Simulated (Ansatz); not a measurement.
SiGe:
```yaml
crystal:
  lattice:
    - [3.67479, 0.00000, 0.00000]
    - [-1.83739, 3.18246, 0.00000]
    - [0.00000, 0.00000, 6.28932]
  atoms:
    - { symbol: Ge, position: [0.00000, 0.00000, 0.00000] }
    - { symbol: Ge, position: [0.00000, 0.00000, 0.50000] }
    - { symbol: Si, position: [0.33333, 0.66667, 0.25000] }
    - { symbol: Si, position: [0.66667, 0.33333, 0.75000] }
```

Relaxed with PBE. Special points in fractions of this cell's reciprocal vectors: Γ (0.000, 0.000, 0.000); M (0.500, 0.000, 0.000); K (0.333, 0.333, 0.000); A (0.000, 0.000, 0.500); L (0.500, 0.000, 0.500); H (0.333, 0.333, 0.500).

### Question
List the band energies nearest the Fermi level at these points for PBE (plane waves, PAW; program Ansatz).

### Answer
In eV from the Fermi level; about four levels below and three above (degenerate sets whole), none deeper than 8.9 eV; points with the same levels are listed once.

| k | below | above |
|---|---|---|
| Γ | -0.26 -0.26 | 0.06 0.41 1.42 1.42 |
| M | -5.59 -5.48 -4.57 -2.57 | 0.71 1.00 1.12 |
| K | -3.42 -3.42 -2.89 -2.89 | 3.95 5.30 5.83 5.83 |
| A | -4.89 -4.89 | 0.47 0.47 0.47 0.47 |
| L | -1.65 -1.65 -1.43 -1.43 | 2.42 2.42 5.31 5.31 |
| H | -5.05 -5.05 -1.08 -1.08 | 0.48 0.48 1.69 1.69 |

Space group P6_3/mmc (NiAs type). The cell is a constructed one: a structure type filled with these elements; neither database checked (COD, Materials Project) lists it. Whether it is the stable phase at ambient conditions was not checked. The PBE relaxation kept the symmetry of its start; whether a distortion lowers the energy is not shown. Scalar-relativistic: spin–orbit coupling is off unless named, which matters more the heavier the elements.

Potentials: the later of the program's two PAW sets.
